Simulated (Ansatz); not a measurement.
Structure: an ordered 6-atom cell of Ga2BAs3 on the zincblende lattice (P3m1), at its r2SCAN minimum. The symmetry is P3m1 (No. 156, trigonal); conventional cell a = 3.809 Å, c = 9.414 Å, 19.71 Å³ an atom. B has 4 As at 2.07–2.29 Å; Ga has 4 As at 2.38–2.45 Å; Ga has 4 As at 2.38–2.43 Å; As has 3 B at 2.29 Å and 1 Ga at 2.45 Å; As has 4 Ga at 2.38–2.43 Å; As has 1 B at 2.07 Å and 3 Ga at 2.38 Å.

```cif
data_structure
_symmetry_space_group_name_H-M 'P 1'
_symmetry_Int_Tables_number 1
_cell_length_a 3.8089
_cell_length_b 3.8089
_cell_length_c 9.4135
_cell_angle_alpha 90.000
_cell_angle_beta 90.000
_cell_angle_gamma 120.000
_cell_volume 118.27
loop_
_atom_site_label
_atom_site_type_symbol
_atom_site_fract_x
_atom_site_fract_y
_atom_site_fract_z
_atom_site_occupancy
B1 B 0.00000 0.00000 0.00612 1
Ga1 Ga 0.66667 0.33333 0.67763 1
Ga2 Ga 0.33333 0.66667 0.32272 1
As1 As 0.66667 0.33333 0.93744 1
As2 As 0.33333 0.66667 0.58041 1
As3 As 0.00000 0.00000 0.22568 1
```

The questions ask for values computed with Ansatz 0.2.0 on this geometry. Note: simulated data, non-magnetic, for a generated structure that need not be the stable one.

Given (12×12×4 mesh): The PBE gap is direct at Γ: 0.12 eV.

Question: What does PBE+SOC give for the gap (12×12×4 mesh)?

Answer: The PBE+SOC gap is direct at Γ: 0.01 eV. (This is within a few times the smearing of 0.02 eV, so the filling near the edges can be smeared.) The gap differs by -0.11 eV from PBE's.

Question: How does the gap change from PBE to r2SCAN (12×12×4)?

Answer: r2SCAN gives a direct gap of 0.34 eV at Γ. The gap differs by +0.22 eV from PBE's.

Question: Roughly how does the cost of the PBE+SOC run (12×12×4) compare with r2SCAN's (12×12×4)?

Answer: About 2.7 times as much (4 core-minutes against 90 core-seconds, on 4 threads of Arm Neoverse V2, on a shared host).

Only the levels marked +SOC include spin-orbit coupling.

Gaps or overlaps of about a tenth of an eV are at the limit of these meshes: between the points read a gap can be smaller or closed.

Small gaps with spin-orbit coupling can be splittings of inverted bands, not the fundamental gap; semilocal functionals often invert bands that the real crystal keeps in order.

Gaps under 0.1 eV (PBE+SOC) can't be told from a closed one: the bands may be in normal order or already inverted, which a gap's size doesn't show.
